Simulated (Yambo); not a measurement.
G0W0@PBE for SnSe2 (CdI2 type, space group P-3m1, No. 164) in Yambo (6×6×2 mesh, 8 Ry block, plasmon pole, screening fixed), without a terminator:

| bands N in G | gap (0, 0.167, 0) → L (eV) | shift of the valence edge (eV) |
|---|---|---|
| 63 | 1.569 | -0.679 |
| 104 | 1.571 | -0.931 |
| 159 | 1.581 | -1.048 |

### Question
Extrapolate both columns to infinite N with E(N) = E∞ + A/N, test the form, and compare with the terminator.

### Answer
From two points, E∞ = (N2 E2 − N1 E1)/(N2 − N1). The two largest N give 1.60 eV for the gap and -1.27 eV for the shift; the two smallest give 1.57 eV and -1.32 eV. For the gap the slopes A are -0.3 and -3.0 eV: the form isn't reached, and its limit is uncertain. For the shift the slopes A are 40 and 35 eV: the 1/N form holds. With the Bruneval-Gonze terminator and 159 bands the run gives 1.58 eV and -1.13 eV, 0.02 eV and 0.14 eV from the extrapolated values: the terminator too is an estimate of the remainder. Block, mesh and the bands in W are held fixed.

The standard potentials for Se, Sn keep a d shell in the valence without the s and p states of that shell. In tests on such compounds this moved G0W0 gaps by up to about 0.9 eV, so absolute quasiparticle energies here are unreliable; differences between settings are what counts.

Spin-orbit coupling is not included.

Geometry of the Materials Project entry, not relaxed at this level; primitive cell a = b = 3.842 Å, c = 6.486 Å, α = β = 90.00°, γ = 120.00°.

A shift is the quasiparticle energy of the state minus its PBE energy.

The distance between layers or molecules is the database entry's, not relaxed here. Functionals without dispersion can leave it too large, which widens gaps and weakens the response across layers: the numbers belong to this cell.
